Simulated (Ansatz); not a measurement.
## Equation of state of Sr3Ag under PBE

The structure is cubic, space group Pm-3m (No. 221). The conventional cell has a = 5.491 Å, b = 5.491 Å, c = 5.491 Å, α = 90.00°, β = 90.00°, γ = 90.00°. Ag (site symmetry m-3m) is surrounded by 12 Sr at 3.88 Å. Sr (site symmetry 4/mmm) has 4 Ag at 3.88 Å and 8 Sr at 3.88 Å as nearest neighbours.

The cell comes from a database or a generator and needn't be the stable form of this composition.

The cell was scaled at fixed shape and fractions and run with Ansatz, Ansatz PAW, cutoff 420 eV; PBE, k mesh 5 × 5 × 5 on the cell of 4 atoms, fermi-dirac occupations of 0.05 eV, no spin polarisation, no spin-orbit coupling. Energies are those that the program minimises, any entropy of the smearing included. For a metal such a mesh isn't converged to the digits shown.

| V (Å³/atom) | energy over the lowest row (meV/atom) |
| --- | --- |
| 38.9038 | 7.975 |
| 39.7316 | ? |
| 40.5593 | 0.845 |
| 41.3871 | 0.000 |
| 42.2148 | 0.756 |
| 43.0426 | 2.979 |
| 43.8703 | 6.530 |

Q: Fit the third-order Birch-Murnaghan form, give V0, B0 and B′, and predict the energy left open.

A: With y = (V0/V)^(2/3), E = E0 + (9 V0 B0/16) [(y - 1)³ B′ + (y - 1)² (6 - 4y)]. Least squares through the rows shown give V0 = 41.3968 Å³/atom, E0 = 0.000 meV, B0 = 15.48 GPa (1 eV/Å³ = 160.218 GPa) and B′ = 3.60, with a largest miss of 0.002 meV. At V = 39.7316 the form with these constants gives 3.446 meV; the run gave 3.451 meV an atom.
